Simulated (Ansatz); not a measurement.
La₂WN₄ in space group I4/mmm (No. 139; La on 4e, W on 2a, N on 4e, N on 4c) at seven volumes, PBE (plane waves, PAW; program Ansatz), shape and atoms relaxed at each. One row is withheld.

| V (Å³/atom) | P (GPa) |
|---|---|
| 13.235 | 22.14 |
| 13.671 | 13.53 |
| 14.108 | 6.21 |
| 14.544 | -0.01 |
| 14.980 | -5.27 |
| 15.417 | ? |
| 15.853 | -13.40 |

### Question
Fit the shown pressures and predict the withheld one.

### Answer
P = (3/2)B₀(x^(7/2) − x^(5/2))[1 + (3/4)(B′ − 4)(x − 1)] with x = (V₀/V)^(2/3). Least squares on the six rows gives V₀ = 14.544 Å³/atom, B₀ = 189 GPa, B′ = 4.55. At V = 15.417, x = 0.9619 and P = -9.65 GPa. The run itself gave -9.70 GPa.

The start of the workflow was typed in or built on a structure type; neither database checked (COD, Materials Project) lists it. Its standing as an ambient phase is unchecked. Symmetry was held in the PBE relaxation; whether a distortion lowers the energy is not shown. The workflow began spin-polarised and lost its moments. The cell computed holds one magnetic atom, so no antiferromagnetic order was within reach. Spin–orbit coupling is left out wherever it is not named.

Potentials: the later of the program's two PAW sets.
